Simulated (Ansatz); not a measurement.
Relaxed-ion elastic tensor of C in space group R-3m (No. 166; Pearson symbol hR60) in GPa (Voigt order), r²SCAN+D4 (plane waves, PAW; program Ansatz); density 2.01 g/cm³, 9.90 Å³ per atom.

```json
[
 {"": "1", "1": "266", "2": "7.2", "3": "15.9", "4": "1.5", "5": "0.0", "6": "0.0"},
 {"": "2", "1": "7.2", "2": "266", "3": "15.9", "4": "-1.5", "5": "0.0", "6": "0.0"},
 {"": "3", "1": "15.9", "2": "15.9", "3": "38.1", "4": "0.0", "5": "0.0", "6": "0.0"},
 {"": "4", "1": "1.5", "2": "-1.5", "3": "0.0", "4": "7.7", "5": "0.0", "6": "0.0"},
 {"": "5", "1": "0.0", "2": "0.0", "3": "0.0", "4": "0.0", "5": "7.7", "6": "1.5"},
 {"": "6", "1": "0.0", "2": "0.0", "3": "0.0", "4": "0.0", "5": "1.5", "6": "130"}
]
```

**Question.** Is the crystal mechanically stable?

**Answer.** Yes: the smallest eigenvalue of C is 7.7 GPa.

**Question.** Work out the Voigt and Reuss bounds. Is their mean of use?

**Answer.** K_V = 72.1, K_R = 34.6; G_V = 64.4, G_R = 15.6 GPa. The bounds lie so far apart that a Hill average or a Debye temperature from it would say little.

The workflow started from an entry of the Crystallography Open Database (COD), which files this formula under 8 space groups. It is not the phase usual at ambient conditions (space group No. 194, 227). The r²SCAN+D4 relaxation kept the symmetry of its start; its stability against distortions is not shown here.

Potentials: the earlier of the program's two PAW sets.
